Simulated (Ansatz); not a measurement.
TiN (rock salt)

```
CELL_PARAMETERS angstrom
      0.00000     4.24692     4.24692
      2.12346     2.12346     4.24692
      2.12346     2.12346     0.00000
ATOMIC_POSITIONS crystal
  N  0.00000 0.00000 0.00000
  N  0.50000 0.00000 0.00000
  Ti 0.00000 0.50000 0.50000
  Ti 0.50000 0.50000 0.50000
```

A phonon eigenvector at X = (0.5, 0.5, 0.0) is frozen into this cell: atom i moves by Q times the vector below, so Q is the largest atomic displacement, in Å. The cell is held. It is one choice among 2 degenerate patterns. (q is in reciprocal vectors of the primitive cell; the cell shown is doubled to hold the pattern.)

| atom | x | y | z |
|---|---|---|---|
| N1 | 0.000 | 1.000 | 0.000 |
| N2 | 0.000 | -1.000 | 0.000 |
| Ti3 | 0.000 | 0.148 | 0.000 |
| Ti4 | 0.000 | -0.148 | 0.000 |

All values below come from PBE (plane waves to 420 eV, PAW, scalar-relativistic; Ansatz, an electronic-structure program). k mesh 19×19×19 (Γ-centred), Fermi-Dirac smearing 0.05 eV. Energies are smeared free energies. Compression counts positive. With partly filled bands, energies and forces of such displacements shift with the k mesh and the smearing. TiN is run without spin polarisation. TiN was relaxed with its symmetry unable to fall. The zero of ΔE is the undisplaced structure.

```tsv
Q (Å)	ΔE (meV/cell)	P (GPa)	−dE/dQ from forces (eV/Å)
-0.180	505	[?]	5.852
-0.150	[?]	4.7	4.761
-0.120	[?]	3.0	3.728
-0.090	[?]	1.7	2.740
-0.060	54	0.8	1.798
-0.030	13	0.2	0.891
0.000	0	0.0	0.000
0.030	13	0.2	-0.891
0.060	54	0.8	-1.798
0.090	[?]	1.7	-2.740
0.120	[?]	3.0	-3.728
0.150	[?]	4.7	-4.761
0.180	505	[?]	-5.852
```

### Question
Fill in the missing entries.

### Answer

- -0.180, P (GPa): 6.9
- -0.150, ΔE (meV/cell): 346
- -0.120, ΔE (meV/cell): 218
- -0.090, ΔE (meV/cell): 122
- 0.090, ΔE (meV/cell): 122
- 0.120, ΔE (meV/cell): 218
- 0.150, ΔE (meV/cell): 346
- 0.180, P (GPa): 6.9

(For displaced atoms, the force is minus the slope of the energy, and its curvature is a force constant, which sets phonon frequencies.)
